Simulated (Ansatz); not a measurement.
RuC:
```
CELL_PARAMETERS angstrom
      2.63297     0.00000     0.00000
      0.00000     2.63297     0.00000
      0.00000     0.00000     2.63297
ATOMIC_POSITIONS crystal
  Ru 0.00000 0.00000 0.00000
  C  0.50000 0.50000 0.50000
```

Relaxed with PBEsol. Special points in fractions of this cell's reciprocal vectors: Γ (0.000, 0.000, 0.000); X (0.000, 0.500, 0.000); M (0.500, 0.500, 0.000); R (0.500, 0.500, 0.500).

**Question.** List the band energies nearest the Fermi level at these points for PBEsol with spin–orbit coupling in the plane-wave PAW code Ansatz.

**Answer.** In eV from the Fermi level; about four levels below and three above (degenerate sets whole), none deeper than 8.9 eV; points with the same levels are listed once.

| k | below | above |
|---|---|---|
| Γ | -0.12 -0.12 -0.12 -0.12 | 0.01 0.01 0.13 0.13 |
| X | -4.35 -4.35 -4.26 -4.26 | 0.28 0.28 1.84 1.84 |
| M | -2.07 -2.07 -1.95 -1.95 | 1.46 1.46 1.63 1.63 |
| R | -8.72 -8.72 -7.85 -7.85 | 1.97 1.97 1.97 1.97 |

Space group Pm-3m (CsCl type). A made-up cell: these elements were put on the sites of a structure type; neither database checked (COD, Materials Project) lists it. Its standing as an ambient phase is unchecked. The cell was relaxed with PBEsol under the symmetry of its start. At this level the phase is dynamically unstable (imaginary phonons). No spin polarisation was allowed.

Potentials: the later of the program's two PAW sets.
